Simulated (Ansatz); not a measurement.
Given:

CsPbBr₃ (cubic perovskite)

```yaml
crystal:
  lattice:
    - [6.00308, 0.00000, 0.00000]
    - [0.00000, 6.00308, 0.00000]
    - [0.00000, 0.00000, 6.00308]
  atoms:
    - { symbol: Cs, position: [0.00000, 0.00000, 0.00000] }
    - { symbol: Pb, position: [0.50000, 0.50000, 0.50000] }
    - { symbol: Br, position: [0.00000, 0.50000, 0.50000] }
    - { symbol: Br, position: [0.50000, 0.50000, 0.00000] }
    - { symbol: Br, position: [0.50000, 0.00000, 0.50000] }
```

E(V) scan at fixed shape, V₀ the volume above. Symmetry pins the atoms to their sites.

Level of theory: PBE (plane waves to 420 eV, PAW, scalar-relativistic; Ansatz, a quantum-chemistry and plane-wave program). k mesh 6×6×6 (Γ-centred), Fermi-Dirac smearing 0.05 eV. Energies are smeared free energies. Stress and pressure are positive under compression. CsPbBr3 was relaxed with its symmetry unable to fall. Spin-orbit coupling is left out, though Pb is heavy. This is a high-temperature form of CsPbBr3. ΔE is measured from the relaxed starting cell.

The scan covers V/V₀ from 0.840 to 1.160 in 9 points.

Problem. What is ΔE at V/V₀ = 0.840?

Solution. 89.0 meV/atom.

Problem. What pressure does the cell carry at V/V₀ = 0.840?

Solution. 4.86 GPa.

Problem. What is ΔE at V/V₀ = 1.160?

Solution. 48.3 meV/atom.

(A scan under strain: stresses follow from slopes of the energy per volume, elastic moduli from its curvatures.)
